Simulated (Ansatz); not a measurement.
Here is the system:

Os:
```xyz
2
Lattice="2.7383 0.0000 0.0000 -1.3692 2.3715 0.0000 0.0000 0.0000 4.3186" Properties=species:S:1:pos:R:3 pbc="T T T"
Os     0.0000     1.5810     1.0796
Os     1.3692     0.7905     3.2389
```

This is the r²SCAN-relaxed structure. Cartesian axes are those of the cell as given.

### Question
All from plane-wave PAW r²SCAN (Ansatz code), unless another level is named. Predict the Poisson's ratio.

### Answer
0.23.

### Question
Predict the elastic constants (relaxed ions, GPa).

### Answer
C11 = 784, C12 = 237, C13 = 233, C33 = 883, C44 = 274.

### Question
Next, the highest zone-centre frequency?

### Answer
219 cm^-1.

Space group P6_3/mmc (hcp (Mg type)). The cell was relaxed with r²SCAN under the symmetry of its start. The run is not spin-polarised. As this level gives no gap, shear constants depend on the k-mesh and smearing (Fermi–Dirac, 0.1 eV here). As this level gives no gap, phonon frequencies hold no LO–TO term and depend on the k-mesh and smearing (Fermi–Dirac, 0.1 eV here). Spin–orbit coupling is left out wherever it is not named.

Potentials: the earlier of the program's two PAW sets. The files were generated under PBE; for other functionals the program regenerates the frozen cores, and for LDA and PBEsol the local potential too.
